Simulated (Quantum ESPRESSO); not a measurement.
Al2GaInP4, finding a planted mistake in a log

Simulated, not a measurement. The program is pw.x of Quantum ESPRESSO 7.5 (plane-wave density functional theory). The cell is made up: 8 atoms on a zincblende/diamond lattice, with randomly drawn elements, strain and displacements, not relaxed. PseudoDojo standard norm-conserving files (v0.5 for PBE, v0.4.1 for LDA and PBEsol) set the functional; there is no spin polarisation, spin-orbit coupling or dispersion term, and the masses in the input are unused placeholders.

Intended input:

```
&control calculation='scf', pseudo_dir='./dojo.nc.sr.pbe.v0_5.standard.upf', outdir='./o', disk_io='medium', tprnfor=.true., tstress=.true. /
&system ibrav=0, nat=8, ntyp=4, nbnd=32, ecutwfc=79.96652505, nosym=.true., tot_charge=0,
 occupations='smearing', smearing='fd', degauss=0.0018374661
/
&electrons conv_thr=7.350e-09, electron_maxstep=60, /
ATOMIC_SPECIES
Al 1.0 Al.upf
Ga 1.0 Ga.upf
In 1.0 In.upf
P 1.0 P.upf
CELL_PARAMETERS angstrom
5.7008 -0.0296 -0.0849
-0.0296 5.7037 -0.0751
-0.0849 -0.0751 5.7622
ATOMIC_POSITIONS angstrom
Al 0.0052 -0.0688 0.0277
Ga -0.0849 2.8386 2.8713
In 2.8028 0.0443 2.8403
Al 2.7811 2.9004 -0.1071
P 1.4318 1.4339 1.3316
P 1.2745 4.2014 4.2377
P 4.2256 1.2592 4.3089
P 4.2065 4.26 1.3116
K_POINTS automatic
4 4 4 1 1 1
```

The log is shortened where brackets say so; the opening notice, blank lines, dates and the lines on written files are dropped, and the path of the files is cut. It prints rydbergs, bohrs and kilobars, and counts compression as positive stress.

Log of the intended run:

```
     Program PWSCF v.7.5
     Parallel version (MPI & OpenMP), running on       1 processor cores
     Number of MPI processes:                 1
     Threads/MPI process:                     1
     [start-up lines left out]
     bravais-lattice index     =            0
     lattice parameter (alat)  =      10.7743  a.u.
     unit-cell volume          =    1263.8484 (a.u.)^3
     number of atoms/cell      =            8
     number of atomic types    =            4
     number of electrons       =        52.00
     number of Kohn-Sham states=           32
     kinetic-energy cutoff     =      79.9665  Ry
     charge density cutoff     =     319.8661  Ry
     scf convergence threshold =      7.3E-09
     mixing beta               =       0.7000
     number of iterations used =            8  plain     mixing
     Exchange-correlation= PBE
                           (   1   4   3   4   0   0   0)
     [axes and pseudopotential details left out]
   Cartesian axes
     site n.     atom                  positions (alat units)
         1        Al     tau(   1) = (   0.0009120  -0.0120670   0.0048584  )
         2        Ga     tau(   2) = (  -0.0148908   0.4978682   0.5036035  )
         3        In     tau(   3) = (   0.4915892   0.0077699   0.4981664  )
         4        Al     tau(   4) = (   0.4877831   0.5087074  -0.0187845  )
         5        P      tau(   5) = (   0.2511265   0.2514948   0.2335522  )
         6        P      tau(   6) = (   0.2235373   0.7368926   0.7432594  )
         7        P      tau(   7) = (   0.7411371   0.2208538   0.7557473  )
         8        P      tau(   8) = (   0.7377871   0.7471706   0.2300444  )
     number of k points=    32  Fermi-Dirac smearing, width (Ry)=  0.0018
                       cart. coord. in units 2pi/alat
        k(    1) = (   0.1275711   0.1272891   0.1272220), wk =   0.0625000
        k(    2) = (   0.1312735   0.1305667   0.3746862), wk =   0.0625000
     [further k points left out]
     Dense  grid:   122037 G-vectors     FFT dimensions: (  64,  64,  64)
     Estimated max dynamical RAM per process >     156.71 MB
     Initial potential from superposition of free atoms
     starting charge      51.9880, renormalised to      52.0000
     Starting wfcs are   42 randomized atomic wfcs
     total cpu time spent up to now is       12.2 secs
     per-process dynamical memory:   123.0 Mb
     Self-consistent Calculation
     iteration #  1     ecut=    79.97 Ry     beta= 0.70
     Davidson diagonalization with overlap
     ethr =  1.00E-02,  avg # of iterations =  4.1
     Threshold (ethr) on eigenvalues was too large:
     Diagonalizing with lowered threshold
     Davidson diagonalization with overlap
     ethr =  6.90E-04,  avg # of iterations =  2.0
     total cpu time spent up to now is       57.6 secs
     total energy              =    -350.64211363 Ry
     estimated scf accuracy    <       0.36744853 Ry
     iteration #  2     ecut=    79.97 Ry     beta= 0.70
     Davidson diagonalization with overlap
     ethr =  7.07E-04,  avg # of iterations =  2.1
     total cpu time spent up to now is       82.4 secs
     total energy              =    -350.73099146 Ry
     estimated scf accuracy    <       0.09556550 Ry
     [iterations 3 to 8 left out]
     iteration #  9     ecut=    79.97 Ry     beta= 0.70
     Davidson diagonalization with overlap
     ethr =  2.74E-10,  avg # of iterations =  3.5
     total cpu time spent up to now is      384.9 secs
     total energy              =    -350.75027991 Ry
     estimated scf accuracy    <       0.00000002 Ry
     iteration # 10     ecut=    79.97 Ry     beta= 0.70
     Davidson diagonalization with overlap
     ethr =  3.20E-11,  avg # of iterations =  2.3
     total cpu time spent up to now is      426.6 secs
     End of self-consistent calculation
     [lines on levels left out]
!    total energy              =    -350.75027991 Ry
     estimated scf accuracy    <          1.2E-09 Ry
     smearing contrib. (-TS)   =      -0.00000000 Ry
     internal energy E=F+TS    =    -350.75027991 Ry
     The total energy is F=E-TS. E is the sum of the following terms:
     one-electron contribution =    -165.33941901 Ry
     hartree contribution      =     113.33668980 Ry
     xc contribution           =    -102.52693081 Ry
     ewald contribution        =    -196.22061988 Ry
     convergence has been achieved in  10 iterations
     Forces acting on atoms (cartesian axes, Ry/au):
     atom    1 type  1   force =    -0.00173145    0.00776073    0.00272710
     atom    2 type  2   force =    -0.01056490   -0.02413703   -0.01608696
     atom    3 type  3   force =    -0.02418480   -0.03733271   -0.01248680
     atom    4 type  1   force =     0.01480615   -0.01989047   -0.00222789
     atom    5 type  4   force =    -0.04312807    0.02982421   -0.01572776
     atom    6 type  4   force =     0.00384952   -0.00125107    0.02015730
     atom    7 type  4   force =     0.03667489    0.07114189    0.04058856
     atom    8 type  4   force =     0.02427866   -0.02611555   -0.01694355
     Total force =     0.129653     Total SCF correction =     0.000139
     Computing stress (Cartesian axis) and pressure
          total   stress  (Ry/bohr**3)                   (kbar)     P=      -26.76
  -0.00016359   0.00006589   0.00020466          -24.07        9.69       30.11
   0.00006589  -0.00019060   0.00012853            9.69      -28.04       18.91
   0.00020466   0.00012853  -0.00019163           30.11       18.91      -28.19
     init_run     :     11.93s CPU     12.14s WALL (       1 calls)
     electrons    :    402.58s CPU    414.39s WALL (       1 calls)
     forces       :      6.53s CPU      6.63s WALL (       1 calls)
     stress       :     24.86s CPU     25.72s WALL (       1 calls)
     [timing details left out]
     PWSCF        :   7m26.14s CPU   7m39.35s WALL
     JOB DONE.
```

A second run was made from an input with one planted mistake. Its log:

```
     Program PWSCF v.7.5
     Parallel version (MPI & OpenMP), running on       1 processor cores
     Number of MPI processes:                 1
     Threads/MPI process:                     1
     [start-up lines left out]
     bravais-lattice index     =            0
     lattice parameter (alat)  =      10.7743  a.u.
     unit-cell volume          =    1263.8484 (a.u.)^3
     number of atoms/cell      =            8
     number of atomic types    =            4
     number of electrons       =        53.00
     number of Kohn-Sham states=           33
     kinetic-energy cutoff     =      79.9665  Ry
     charge density cutoff     =     319.8661  Ry
     scf convergence threshold =      7.3E-09
     mixing beta               =       0.7000
     number of iterations used =            8  plain     mixing
     Exchange-correlation= PBE
                           (   1   4   3   4   0   0   0)
     [axes and pseudopotential details left out]
   Cartesian axes
     site n.     atom                  positions (alat units)
         1        Al     tau(   1) = (   0.0009120  -0.0120670   0.0048584  )
         2        Ga     tau(   2) = (  -0.0148908   0.4978682   0.5036035  )
         3        In     tau(   3) = (   0.4915892   0.0077699   0.4981664  )
         4        Al     tau(   4) = (   0.4877831   0.5087074  -0.0187845  )
         5        P      tau(   5) = (   0.2511265   0.2514948   0.2335522  )
         6        P      tau(   6) = (   0.2235373   0.7368926   0.7432594  )
         7        P      tau(   7) = (   0.7411371   0.2208538   0.7557473  )
         8        P      tau(   8) = (   0.7377871   0.7471706   0.2300444  )
     number of k points=    32  Fermi-Dirac smearing, width (Ry)=  0.0018
                       cart. coord. in units 2pi/alat
        k(    1) = (   0.1275711   0.1272891   0.1272220), wk =   0.0625000
        k(    2) = (   0.1312735   0.1305667   0.3746862), wk =   0.0625000
     [further k points left out]
     Dense  grid:   122037 G-vectors     FFT dimensions: (  64,  64,  64)
     Estimated max dynamical RAM per process >     157.89 MB
     Initial potential from superposition of free atoms
     starting charge      51.9880, renormalised to      53.0000
     Starting wfcs are   42 randomized atomic wfcs
     total cpu time spent up to now is       17.2 secs
     per-process dynamical memory:   123.3 Mb
     Self-consistent Calculation
     iteration #  1     ecut=    79.97 Ry     beta= 0.70
     Davidson diagonalization with overlap
     ethr =  1.00E-02,  avg # of iterations =  4.2
     total cpu time spent up to now is       52.7 secs
     total energy              =    -349.91692177 Ry
     estimated scf accuracy    <       0.67939172 Ry
     iteration #  2     ecut=    79.97 Ry     beta= 0.70
     Davidson diagonalization with overlap
     ethr =  1.28E-03,  avg # of iterations =  3.0
     total cpu time spent up to now is       86.7 secs
     total energy              =    -350.12318266 Ry
     estimated scf accuracy    <       0.43319751 Ry
     [iterations 3 to 9 left out]
     iteration # 10     ecut=    79.97 Ry     beta= 0.70
     Davidson diagonalization with overlap
     ethr =  4.29E-10,  avg # of iterations =  2.2
     total cpu time spent up to now is      367.7 secs
     total energy              =    -350.21783925 Ry
     estimated scf accuracy    <       0.00000002 Ry
     iteration # 11     ecut=    79.97 Ry     beta= 0.70
     Davidson diagonalization with overlap
     ethr =  4.20E-11,  avg # of iterations =  3.4
     total cpu time spent up to now is      409.0 secs
     End of self-consistent calculation
     [lines on levels left out]
!    total energy              =    -350.21783926 Ry
     estimated scf accuracy    <          2.3E-09 Ry
     smearing contrib. (-TS)   =      -0.00026520 Ry
     internal energy E=F+TS    =    -350.21757406 Ry
     The total energy is F=E-TS. E is the sum of the following terms:
     one-electron contribution =    -164.23580697 Ry
     hartree contribution      =     113.42482655 Ry
     xc contribution           =    -103.18597374 Ry
     ewald contribution        =    -196.22061988 Ry
     convergence has been achieved in  11 iterations
     Forces acting on atoms (cartesian axes, Ry/au):
     atom    1 type  1   force =    -0.00056652    0.00185838    0.00080075
     atom    2 type  2   force =    -0.01103295   -0.02231341   -0.01371336
     atom    3 type  3   force =    -0.02726391   -0.03952538   -0.01128811
     atom    4 type  1   force =     0.01029172   -0.01486583   -0.00419209
     atom    5 type  4   force =    -0.03813348    0.02893139   -0.02275956
     atom    6 type  4   force =     0.00686756    0.00149408    0.02674740
     atom    7 type  4   force =     0.03687117    0.06641523    0.04746380
     atom    8 type  4   force =     0.02296641   -0.02199447   -0.02305883
     Total force =     0.129344     Total SCF correction =     0.000086
     Computing stress (Cartesian axis) and pressure
          total   stress  (Ry/bohr**3)                   (kbar)     P=       67.95
   0.00046929   0.00006181   0.00019030           69.04        9.09       27.99
   0.00006181   0.00044716   0.00010083            9.09       65.78       14.83
   0.00019030   0.00010083   0.00046919           27.99       14.83       69.02
     init_run     :     16.70s CPU     17.01s WALL (       1 calls)
     electrons    :    380.72s CPU    391.76s WALL (       1 calls)
     forces       :      6.54s CPU      6.63s WALL (       1 calls)
     stress       :     24.33s CPU     25.40s WALL (       1 calls)
     [timing details left out]
     PWSCF        :   7m 8.61s CPU   7m21.30s WALL
     JOB DONE.
```

Question: what was wrong in the second input?

Answer: the cell has the wrong charge. The input lines that differ, file-writing options aside:

```
- &system ibrav=0, nat=8, ntyp=4, nbnd=32, ecutwfc=79.96652505, nosym=.true., tot_charge=0,
+ &system ibrav=0, nat=8, ntyp=4, nbnd=33, ecutwfc=79.96652505, nosym=.true., tot_charge=-1,
```

```
                                            intended run  run with the mistake
                          free energy (eV)     -4772.201             -4764.956
                    smearing term -TS (eV)        0.0000               -0.0036
                            pressure (GPa)         -2.68                  6.79
            largest force component (eV/Å)         1.829                 1.708
largest change of a force component (eV/Å)                               0.181
                                iterations            10                    11
```

For scale, a rerun of the intended cell at 1377 eV and a 6 x 6 x 6 mesh moved values by no more than 0.006 eV in energy, 0.02 GPa in stress and 0.002 eV/Å in force. The charged cell sits in a uniform background, so its energy and stress rest on the program's zero of potential. The number of bands, nbnd, was set by rule from the electron count and the smearing, so it follows the mistake.